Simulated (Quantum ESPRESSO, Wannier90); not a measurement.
## Sr₂H₃I (P-3m1), plane waves to Wannier functions

```
begin unit_cell_cart
ang
    4.2427300167    0.0000000000    0.0000000000
   -2.1213650084    3.6743119759    0.0000000000
    0.0000000000    0.0000000000    7.6827500000
end unit_cell_cart
begin atoms_frac
Sr  -0.3333333333  0.3333333333 -0.3213400000
Sr   0.3333333333 -0.3333333333  0.3213400000
H    0.0000000000  0.0000000000  0.5000000000
H   -0.3333333333  0.3333333333  0.3572500000
H    0.3333333333 -0.3333333333 -0.3572500000
I    0.0000000000  0.0000000000  0.0000000000
end atoms_frac
```

Cell from Materials Project (mp-1019269), symmetrised, no further relaxation. Not found in the COD (Crystallography Open Database) copy used; not checked further. Computed values, not measurements, from PBEsol: Quantum ESPRESSO (norm-conserving PseudoDojo potentials, cutoff 58 Ry, no spin polarisation, no spin-orbit coupling) on a Γ-centred 6×6×6 mesh, then Wannier90. Density: 12×12×4 mesh, cold smearing 0.01 Ry. Spin-orbit coupling is left out although heavy elements are present.

Band 9 is isolated and gives one Wannier function a cell (I6 5s 93 %; spread 1.52 Å²). Its on-site energy is ε = -13.431 eV relative to the valence-band maximum, and its hoppings t(R) = t(−R) to the nearer images are (images within this range that aren't listed have |t| under 5 meV):

```json
[
 {"R (lattice vectors; −R alike)": "0 1 0", "distance (Å)": "4.24", "t (eV)": "-0.039"},
 {"R (lattice vectors; −R alike)": "1 0 0", "distance (Å)": "4.24", "t (eV)": "-0.039"},
 {"R (lattice vectors; −R alike)": "1 1 0", "distance (Å)": "4.24", "t (eV)": "-0.039"}
]
```

Question: Work out the band energy at Γ, M, K, A from these numbers.

Answer: For one orbital E(k) = ε + Σ_R 2 t(R) cos(2π k·R), the sum over the listed R.
- Γ, k = (0.000, 0.000, 0.000): E = -13.431 + (-0.039)·(6.00) = -13.66 eV; pw.x: -13.67 eV
- M, k = (0.500, 0.000, 0.000): E = -13.431 + (-0.039)·(-2.00) = -13.35 eV; pw.x: -13.35 eV
- K, k = (0.333, 0.333, 0.000): E = -13.431 + (-0.039)·(-3.00) = -13.31 eV; pw.x: -13.31 eV
- A, k = (0.000, 0.000, 0.500): E = -13.431 + (-0.039)·(6.00) = -13.66 eV; pw.x: -13.65 eV

At these points the listed shells miss the plane-wave band by up to 0.02 eV, of a width of 0.36 eV on the path. With all its hoppings the model misses the band by 0.1 meV at worst on the whole path; the listed shells hold nearly all of the dispersion.
